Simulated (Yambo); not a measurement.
Convergence of the G0W0 gap of SrCaI₄

G0W0@PBEsol for SrCaI4 (space group P2/m, No. 10) in Yambo. Reference settings: 2×2×1 Γ-centred k mesh, 373 bands and a 7 Ry block in the screening, 373 bands in G with the Bruneval-Gonze terminator, plasmon pole fitted at 27.2 eV. The PBEsol gap Γ → Γ on this mesh is 3.38 eV; G0W0 gaps are taken between the same points.

```csv
change from the reference,G0W0 gap Γ → Γ (eV),shift of the valence edge (eV),rough Yambo cost
reference settings,5.40,-1.14,1
"128 bands in W, 128 bands in G",5.36,-0.87,within a factor of two
128 bands in G,5.38,-1.07,–
233 bands in G,5.39,-1.13,–
"233 bands in W, 233 bands in G",5.39,-1.06,within a factor of two
163 bands in W,5.38,-1.00,within a factor of two
1 Ry block,5.16,-0.60,within a factor of two
3 Ry block,5.12,-0.83,within a factor of two
6 Ry block,5.37,-1.11,within a factor of two
pole fitted at 15 eV,5.38,-1.07,–
no random integration,5.39,-1.11,–
1×2×1 mesh,5.23,-1.05,about 1/2
"128 bands in G, no terminator",5.35,-0.70,–
"233 bands in G, no terminator",5.40,-0.96,–
no terminator,5.41,-1.07,–
```

The reference isn't shown to be the converged limit. Costs are rough (shared machines), scaled to the same edge states, and given only for runs that recompute the screening.

Without spin-orbit coupling, band edges of such heavy elements can be off by tenths of an eV.

Geometry relaxed with PBE+D3(BJ); primitive cell a = 6.9086 Å, b = 4.5683 Å, c = 7.9471 Å, α = γ = 90.00°, β = 90.16°.

The structure is a Materials Project entry; no match was found in the copy of COD used, and its stability was not checked.

A shift is the quasiparticle energy of the state minus its PBEsol energy.
